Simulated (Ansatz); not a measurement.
Hf₂Si:
Space group I4/mcm (No. 140); a = b = 6.559 Å, c = 5.168 Å, α = β = γ = 90.00°

```tsv
atom	site	symmetry	x	y	z
Hf	8h	m.2m	0.3435	0.1565	0.0000
Si	4a	422	0.0000	0.0000	0.2500
```
(The calculation used a cell of 6 atoms; values per cell refer to that cell.)

Relaxed with r²SCAN.

Task: Tabulate the valence density and the electron localisation function along the shortest Hf–Si contact (2.79 Å), DFT-r²SCAN in the program Ansatz with PAW potentials.

Result: 

```csv
distance from Hf (Å),density (e/Å³),ELF
0.28,25.37,0.82
0.42,16.68,0.85
0.56,9.28,0.82
0.70,4.43,0.73
0.84,1.88,0.51
0.98,0.78,0.26
1.12,0.39,0.13
1.26,0.28,0.15
1.40,0.27,0.30
1.54,0.30,0.53
1.68,0.34,0.67
1.82,0.39,0.71
1.95,0.42,0.68
2.09,0.40,0.56
2.23,0.32,0.37
2.37,0.21,0.24
2.51,0.11,0.26
```

The density is the valence pseudo-density with augmentation charge, so density and ELF within about 1 Å of a nucleus are not all-electron values.

The workflow started from a Materials Project entry (that database holds measured and hypothetical structures alike); the Crystallography Open Database copy checked does not list it. Its standing as an ambient phase is unchecked. The r²SCAN relaxation kept the symmetry of its start; whether a distortion lowers the energy is not shown. The run is not spin-polarised. Spin–orbit coupling is left out wherever it is not named.

Potentials: the later of the program's two PAW sets.
